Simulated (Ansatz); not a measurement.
Consider the following.

VGe:
```
VGe
1.0
    2.87682     0.00000     0.00000
   -1.43841     2.49140     0.00000
    0.00000     0.00000     3.91238
V Ge
1 1
Direct
  0.00000   0.00000   0.00000
  0.66667   0.33333   0.50000
```

This is the PBEsol-relaxed structure.

**Question.** All from PBEsol in the plane-wave PAW code Ansatz, unless another level is named. Give the electronic character.

**Answer.** metallic (no gap).

**Question.** Give the density of states at the Fermi level.

**Answer.** 0.72 states/eV per atom (mean over ±0.08 eV).

**Question.** Predict the formation energy from the elements (no fitted shifts).

**Answer.** -0.22 eV/atom.

Space group P-6m2. A made-up cell: these elements were put on the sites of a structure type; neither database checked (COD, Materials Project) lists it. Its standing as an ambient phase is unchecked. Symmetry was held in the PBEsol relaxation; of distortions, only those at the zone centre were tested. The workflow began spin-polarised and lost its moments. The cell computed holds one magnetic atom, so no antiferromagnetic order was within reach. The references are the lowest solids computed at this level, not always the standard phases. Scalar-relativistic: spin–orbit coupling is off unless named, which matters more the heavier the elements.

Potentials: the later of the program's two PAW sets.
